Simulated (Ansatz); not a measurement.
A generator proposed this cell of Nb2CuP3.

Space group R32:H (No. 155). a = 5.757 Å, b = 5.757 Å, c = 9.772 Å, α = 90.00°, β = 90.00°, γ = 120.00°
| atom | site | symmetry | x | y | z |
| --- | --- | --- | --- | --- | --- |
| Nb | 6c | 3. | 0.3333 | 0.6667 | 0.0000 |
| Cu | 3a | 32 | 0.0000 | 0.0000 | 0.0000 |
| P | 9e | .2 | 0.0000 | 0.3333 | 0.1667 |

The calculation used DFT PBE, scalar-relativistic, plane waves, PAW in Ansatz 0.2.0. Cutoff 420 eV; k points 6×6×6 on the computed 6-atom cell (Γ-centred); Gaussian smearing, width 0.10 eV; no spin polarisation.

The zero of energy is the elements' standard structures at the same level; no fitted shifts are applied. The references include black phosphorus.

Task: Estimate its pressure, forces and energy as it stands.

Result: The pressure is 2.7 GPa (the mean over three directions, positive in compression), the largest force is 0.33 eV/Å, and the energy is −0.41 eV/atom against the elements. The shortest distance is 2.52 Å.

Task: How much does it gain on relaxing, and where does it end?

Result: Relaxing gains under 0.1 eV/atom (the start's value is from the coarse mesh, so the gain is rough) in 9 ionic steps and ends at −0.43 eV/atom on the finer mesh. The symmetry stays R32 (No. 155). The volume per atom grows by 3.3 %, from 15.6 to 16.1 Å³. The shortest distance goes from 2.52 Å (Cu–P and Nb–P) to 2.52 Å (Nb–P). Conventional cell: a = 6.003 Å, c = 9.282 Å. Around Nb lie 6 P at 2.52–2.54 Å and 1 Cu at 3.06 Å; Cu has 6 P at 2.54 Å and 2 Nb at 3.06 Å; around P lie 4 Nb at 2.52–2.54 Å and 2 Cu at 2.54 Å.

The last run used a 12×12×12 mesh for its 6-atom cell and Gaussian smearing of 0.10 eV. The reference form of P is held partly by dispersion forces, which this level lacks. The relaxation can't lower the symmetry of the start. Symmetry constrained the relaxation, so the result can be a saddle point.
